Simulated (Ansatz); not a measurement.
# AlN: computed property card

AlN:
```yaml
crystal:
  lattice:
    - [3.11818, 0.00000, 0.00000]
    - [-1.55909, 2.70042, 0.00000]
    - [0.00000, 0.00000, 15.19865]
  atoms:
    - { symbol: Al, position: [0.00000, 0.00000, 0.99964] }
    - { symbol: Al, position: [0.00000, 0.00000, 0.49964] }
    - { symbol: Al, position: [0.66667, 0.33333, 0.83389] }
    - { symbol: Al, position: [0.33333, 0.66667, 0.33389] }
    - { symbol: Al, position: [0.66667, 0.33333, 0.16673] }
    - { symbol: Al, position: [0.33333, 0.66667, 0.66673] }
    - { symbol: N, position: [0.00000, 0.00000, 0.87450] }
    - { symbol: N, position: [0.00000, 0.00000, 0.37450] }
    - { symbol: N, position: [0.66667, 0.33333, 0.70803] }
    - { symbol: N, position: [0.33333, 0.66667, 0.20803] }
    - { symbol: N, position: [0.66667, 0.33333, 0.04091] }
    - { symbol: N, position: [0.33333, 0.66667, 0.54091] }
```

Space group P6_3mc (No. 186); conventional cell a = b = 3.1182 Å, c = 15.1987 Å, α = β = 90.00°, γ = 120.00°.

Method: PBE (plane waves, PAW; program Ansatz). Structure relaxed to zero pressure with the same functional. Other levels are named where they apply.

**Cell and energy**

| Quantity | Result |
|---|---|
| Volume per atom | 10.66 Å³ |
| Density | 3.19 g/cm³ |
| Formation energy from the elements (no fitted shifts) | -1.35 eV/atom |

**Electronic structure**

| Quantity | Result |
|---|---|
| Band gap | 3.80 eV (indirect) |
| Valence-band maximum | at Γ |
| Conduction-band minimum | at M (3 equivalent valleys) |
| Smallest direct gap on the standard path | 3.99 eV |
| Electron effective mass | 0.38, 0.54, 0.99 mₑ (principal values) |
| Hole effective mass | 0.24, 4.6, 4.6 mₑ (principal values) |
| HSE06 gap on the PBE cell | 5.04 eV |

**Mechanics**

| Item | Result |
|---|---|
| Bulk modulus (Birch–Murnaghan fit) | 1930 kbar |
| Pressure derivative B′ | 3.9 |
| Elastic constants (relaxed ions, GPa) | C11 = 368, C12 = 135, C13 = 80.6, C33 = 408, C44 = 105 |
| Mechanical stability | stable (all eigenvalues of C positive) |
| Hill bulk and shear moduli | 193 and 120 GPa |
| Young's modulus | 299 GPa |
| Poisson's ratio | 0.24 |
| Debye temperature from the elastic constants | 921 K |
| Piezoelectric stress constants (proper, relaxed ions, C/m²) | e15 = e24 = 0.28, e31 = e32 = 0.36, e33 = -0.80 |

**Dielectric response**

| Property | Value |
|---|---|
| Electronic dielectric constant ε∞ (DFPT) | 4.58 (xx = yy), 4.68 (zz) |
| Static dielectric constant ε0 (ions relaxed, cell fixed) | 8.55 (xx = yy), 9.04 (zz) |
| Born charges (a third of the trace) | Al +2.53 to +2.59, N -2.56 to -2.55 e |

**Phonons**

| Property | Result |
|---|---|
| Highest zone-centre frequency (without LO–TO term) | 844 cm⁻¹ |
| Zone-centre stability | no imaginary mode at Γ |
| Dynamical stability on the path | stable (no imaginary branch) |
| Zero-point energy | 94.5 meV/atom |
| Vibrational entropy at 300 K | 10.6 J/(K·mol of atoms) |

**Charges**

| Item | Result |
|---|---|
| Bader charges | Al +2.42 to +2.43, N -2.43 to -2.42 e |

The cell is a constructed one: a structure type filled with these elements. Its sites differ from those of the usual phase in this space group: another stacking or structure type. The cell was relaxed with PBE under the symmetry of its start. Signs of piezoelectric constants follow the polarity of the cell as given. The references are the lowest solids computed at this level, not always the standard phases (solids in place of the gases).

Potentials: the later of the program's two PAW sets.
